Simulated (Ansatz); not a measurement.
# Is this Si2B3 structure a true minimum?

It was reached by relaxing an invented guess, and it needn't be the stable form of this composition.

Theory: Ansatz, DFT PBE, scalar-relativistic, plane waves, PAW. Plane waves to 420 eV, a k mesh through Γ of 12×12×6 on the computed 5-atom cell and Gaussian smearing (0.10 eV); no spin polarisation.

The cell below (5 atoms, space group P-3m1 (No. 164)) is relaxed within its symmetry.

```
CELL_PARAMETERS angstrom
3.07081 0.00000 0.00000
-1.53540 2.65940 0.00000
0.00000 0.00000 5.78610
ATOMIC_POSITIONS crystal
Si 0.66667 0.33333 0.81077
Si 0.33333 0.66667 0.18923
B 0.00000 0.00000 0.00000
B 0.33333 0.66667 0.52881
B 0.66667 0.33333 0.47119
```

For the test a repeat of it with 10 atoms (edges 3.07, 5.32, 5.79 Å) was strained at random (σ = 1.5 % a component), the atoms were moved at random (σ = 0.15 Å), and all was relaxed again on a coarse 8×4×4 mesh (in the run’s order of axes) with 0.20 eV smearing, with no symmetry imposed.

The cell is a metal run without spin; a magnetic state may lie lower.

Task: What happens?

Result: It doesn't return. The energy falls by 5 meV/atom on that mesh, the volume changes by 0.9 %, and the end has space group C2/m (No. 12) at a loose tolerance. Relaxed again on a 12×12×6 mesh with 0.10 eV smearing, the new structure lies 5 meV/atom below the first (mesh in the axes of the run's cell; the cell below is made exact in the group named). Space group C2/m (No. 12), monoclinic, a = 5.311 Å, b = 3.105 Å, c = 5.861 Å, β = 96.2°. Si is surrounded by 4 B at 1.99–2.10 Å and 1 B at 2.23 Å; B on a site of symmetry 2/m has 6 Si at 2.08–2.10 Å; around B on a site of symmetry m lie 3 B at 1.78–1.84 Å, 1 Si at 1.99 Å and 1 Si at 2.23 Å.

```yaml
crystal:
  lattice:
    - [2.65568, -1.55261, 0.00000]
    - [2.65568, 1.55261, 0.00000]
    - [-0.63773, 0.00000, 5.82618]
  atoms:
    - { symbol: Si, position: [0.36147, 0.36147, 0.68608] }
    - { symbol: Si, position: [0.63853, 0.63853, 0.31392] }
    - { symbol: B, position: [0.00000, 0.00000, 0.50000] }
    - { symbol: B, position: [0.66859, 0.66859, 0.97846] }
    - { symbol: B, position: [0.33141, 0.33141, 0.02154] }
```
